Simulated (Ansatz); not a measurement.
# Structures of NbCl: which is lowest?

Plane-wave DFT in Ansatz with scalar-relativistic PAW potentials, cutoff 420 eV, Γ-centred meshes chosen by cell and gap, Gaussian smearing with energies taken to zero width. Every cell was relaxed (cell and atoms) in a run of its own, within the symmetry of its start. Functional: PBE.

Relaxed structures (starts from databases or built by putting these elements on another compound's sites):
A. P4/nmm, 4 atoms in the computed cell, a = 3.886 Å, c = 4.911 Å; sites (symmetry × multiplicity) Nb 4mm × 2, Cl -4m2 × 2; start: built
B. Pmma, 4 atoms in the computed cell, a = 3.171 Å, b = 3.024 Å, c = 9.398 Å; sites (symmetry × multiplicity) Nb mm2 × 2, Cl mm2 × 2; start: built

Q: Rank them by energy. Could pressure change the order?

A:
| structure | group | E − E(lowest) (meV/atom) | V (Å³/atom) | gap on mesh (eV) |
| --- | --- | --- | --- | --- |
| B | Pmma | 0.0 | 22.53 | 0.00 |
| A | P4/nmm | 561 | 18.54 | 0.00 |

B is lowest, 561 meV/atom under A. A is denser by 3.99 Å³/atom, so pressure favours it: ΔE/ΔV, with ΔE in eV and 1 eV/Å³ = 160.2 GPa, gives about 22 GPa for equal enthalpy if both cells were rigid; at such pressures compression changes ΔV much, so this is a scale only. Without a dispersion term the weakly bound lowest cell is too large, so ΔV and this pressure are artefacts in part: a slight pressure closes the gap between layers first. Other structures may lie lower than all of these, and vibrations aren't counted.